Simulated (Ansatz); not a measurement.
Structure search: one Ca3In4As4 candidate

Level of theory: DFT PBE, scalar-relativistic, plane waves, PAW (Ansatz 0.2.0). Cutoff 420 eV, Gaussian smearing, Γ-centred meshes. Cell and atoms relax first on a coarse mesh and then on a finer one. In between, the cell is made exact in the group found at 0.06 Å. In metals the finer mesh still leaves noise of several meV/atom or more. The steps can't lower the symmetry of their start. No spin polarisation.

Recipe of this trial structure of Ca3In4As4: 4-connected net, two elements alternating, guests in its cages (I-43m, No. 217) (guest Ca). Its size is a rough estimate.

```xyz
11
Lattice="-4.0391 4.0391 4.0391 4.0391 -4.0391 4.0391 4.0391 4.0391 -4.0391" Properties=species:S:1:pos:R:3 pbc="T T T"
Ca    4.0391    0.0000    0.0000
Ca    0.0000    4.0391    0.0000
Ca    0.0000    0.0000    4.0391
In   -1.3140    1.3140    1.3140
In    2.7252    2.7252    2.7252
In    1.3140   -1.3140    1.3140
In    1.3140    1.3140   -1.3140
As    2.7252   -2.7252    2.7252
As    1.3140    1.3140    1.3140
As   -2.7252    2.7252    2.7252
As    2.7252    2.7252   -2.7252
```

The zero of energy is the elements' standard structures at the same level; no fitted shifts are applied.

Question: Describe the relaxed structure.

Answer: The symmetry stays I-43m (No. 217). The volume per atom grows by 24.8 %, from 24.0 to 29.9 Å³. The shortest distance goes from 2.44 Å (In–As) to 2.64 Å (In–As). The energy falls by about 0.26 eV/atom (the start's value is from the coarse mesh). Conventional cell: a = 8.697 Å. Ca is surrounded by 4 As at 3.57 Å, 4 In at 3.59 Å and 4 As at 4.13 Å; In is surrounded by 1 As at 2.64 Å, 3 As at 2.93 Å, 3 In at 3.23 Å and 3 Ca at 3.59 Å; As is surrounded by 1 In at 2.64 Å, 3 In at 2.93 Å and 3 Ca at 3.57 Å.

```cif
data_structure
_symmetry_space_group_name_H-M 'P 1'
_symmetry_Int_Tables_number 1
_cell_length_a 7.5322
_cell_length_b 7.5322
_cell_length_c 7.5322
_cell_angle_alpha 109.471
_cell_angle_beta 109.471
_cell_angle_gamma 109.471
_cell_volume 328.96
loop_
_atom_site_label
_atom_site_type_symbol
_atom_site_fract_x
_atom_site_fract_y
_atom_site_fract_z
_atom_site_occupancy
Ca1 Ca 0.00000 0.50000 0.50000 1
Ca2 Ca 0.50000 0.00000 0.50000 1
Ca3 Ca 0.50000 0.50000 0.00000 1
In1 In 0.26254 0.00000 0.00000 1
In2 In 0.73746 0.73746 0.73746 1
In3 In 0.00000 0.26254 0.00000 1
In4 In 0.00000 0.00000 0.26254 1
As1 As 0.00000 0.61294 0.00000 1
As2 As 0.38706 0.38706 0.38706 1
As3 As 0.61294 0.00000 0.00000 1
As4 As 0.00000 0.00000 0.61294 1
```

Question: How does it come out in energy, and is it a metal?

Answer:

| Property | Result |
| --- | --- |
| Energy over the elements | −0.19 eV/atom |
| Gap on the 6×6×6 mesh of the 11-atom cell | 0 eV (a metal) |

A negative formation energy is needed for stability but isn't enough: competing phases decide.

The last run used Gaussian smearing of 0.10 eV. The reference form of As is held partly by dispersion forces, which this level lacks. Symmetry constrained the relaxation, so the result can be a saddle point. In all, the 3 runs took 8 min on 1 thread of Arm Neoverse V1, with other jobs on the host.
